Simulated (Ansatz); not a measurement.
**Diamond alloy of Si and Ge (48 of 64 Si sites exchanged), 64 atoms**

Ansatz, PAW, plane waves. PBEsol relaxation of volume and atoms (shape held) at the single k point (¼, ¼, ¼) without its symmetry partners; single points on the relaxed atoms at the Γ point alone, onto which points of the small cell's zone fold. Arrangement: quasirandom. No spin–orbit coupling unless named.

Relaxed structure:

```
Si Ge
1.0
    11.21116    0.00000    0.00000
     0.00000   11.21116    0.00000
     0.00000    0.00000   11.21116
Si Ge
16 48
Direct
  0.99595 0.00036 0.99621
  0.50302 0.00071 0.00103
  0.50251 0.00287 0.50282
  0.12652 0.12754 0.62500
  0.12474 0.62552 0.62586
  0.62311 0.12293 0.12309
  0.62858 0.12240 0.62448
  0.62531 0.62579 0.62543
  0.24823 0.24729 0.50148
  0.74754 0.24721 0.50207
  0.74995 0.75105 0.99899
  0.87400 0.87799 0.62790
  0.75209 0.00132 0.74845
  0.37637 0.62501 0.37617
  0.87488 0.12102 0.87308
  0.12380 0.37434 0.87358
  0.99990 0.00095 0.50492
  0.00111 0.49797 0.99771
  0.00197 0.50051 0.50253
  0.50020 0.49975 0.99986
  0.50045 0.50252 0.50062
  0.12127 0.12261 0.12190
  0.12565 0.62440 0.12583
  0.62697 0.62728 0.12430
  0.24803 0.25101 0.99762
  0.24969 0.75169 0.99954
  0.25078 0.74629 0.50029
  0.74954 0.24365 0.99811
  0.75013 0.75226 0.50481
  0.37506 0.37434 0.12579
  0.37239 0.37285 0.62275
  0.37791 0.87705 0.12393
  0.37753 0.87695 0.62326
  0.87455 0.37297 0.12341
  0.87318 0.37188 0.62410
  0.87367 0.87596 0.12074
  0.25045 0.00060 0.25011
  0.24922 0.00220 0.74797
  0.25310 0.50120 0.25361
  0.24550 0.49862 0.74920
  0.74745 0.00127 0.24789
  0.75103 0.49947 0.25037
  0.74803 0.50074 0.74797
  0.37578 0.12515 0.37973
  0.37795 0.12328 0.87645
  0.37433 0.62481 0.87334
  0.87265 0.12586 0.37780
  0.87518 0.62623 0.37690
  0.87357 0.62655 0.87529
  0.99976 0.24985 0.25126
  0.00075 0.24722 0.75174
  0.99877 0.75126 0.24890
  0.99870 0.75091 0.74673
  0.50151 0.24723 0.24909
  0.50203 0.24652 0.74637
  0.49898 0.74938 0.25220
  0.50275 0.75011 0.74904
  0.12780 0.37326 0.37791
  0.12470 0.87455 0.37635
  0.12235 0.87768 0.87470
  0.62638 0.37297 0.37726
  0.62495 0.37322 0.87389
  0.62332 0.87760 0.37801
  0.62854 0.87840 0.87602
```

What are the mean bond lengths by pair (pairs within 1.2 times the sum of covalent radii, less contacts 15 % beyond the pair's median; cation–cation pairs of compounds aside; long ionic contacts are cut short by that bound)?

Ge–Ge 2.449 ± 0.006 Å (standard deviation, 72 bonds); Ge–Si 2.406 ± 0.006 Å (standard deviation, 48 bonds); Si–Si 2.370 ± 0.009 Å (standard deviation, 8 bonds).

What gap lies between the top filled and the lowest empty level in the single points?

HSE06 with spin–orbit coupling 0.98 eV (17 min on NVIDIA H100). An indirect band minimum needn't fold onto Γ of this cell; where it doesn't, these gaps are too wide.
